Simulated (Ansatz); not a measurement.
NbN:
```
CELL_PARAMETERS angstrom
      5.27451     0.00000     0.00000
     -2.63725     4.56786     0.00000
      0.00000     0.00000     2.91332
ATOMIC_POSITIONS crystal
  N  0.50000 0.00000 0.00000
  N  0.50000 0.50000 0.00000
  N  0.00000 0.50000 0.00000
  Nb 0.00000 0.00000 0.00000
  Nb 0.33333 0.66667 0.50000
  Nb 0.66667 0.33333 0.50000
```

Relaxed with PBE. Special points in fractions of this cell's reciprocal vectors: Γ (0.000, 0.000, 0.000); M (0.500, 0.000, 0.000); K (0.333, 0.333, 0.000); A (0.000, 0.000, 0.500); L (0.500, 0.000, 0.500); H (0.333, 0.333, 0.500).

List the band energies nearest the Fermi level at these points for the program Ansatz at the PBE level (PAW).

In eV from the Fermi level; about four levels below and three above (degenerate sets whole), none deeper than 8.9 eV; points with the same levels are listed once.

```tsv
k	below	above
Γ	-2.15 -1.88 -1.19 -1.19	0.60 0.60 1.69 1.69
M	-2.77 -2.67 -1.21 -0.65	1.02 1.29 1.75
K	-2.67 -2.57 -0.78 -0.78	1.40 1.57 1.71 1.71
A	-3.29 -3.29 -2.78 -2.78 -1.54	0.64 0.64 1.63
L	-3.02 -2.71 -1.52 -1.20	0.73 1.14 2.57
H	-3.19 -3.19 -2.22 -2.22 -1.13	1.90 2.17 2.17
```

Space group P6/mmm. A made-up cell: these elements were put on the sites of a structure type; neither database checked (COD, Materials Project) lists it. It is not the phase usual at ambient conditions (space group No. 225). The PBE relaxation kept the symmetry of its start; its stability against distortions is not shown here. The run is not spin-polarised. Scalar-relativistic: spin–orbit coupling is off unless named, which matters more the heavier the elements.

Potentials: the later of the program's two PAW sets.
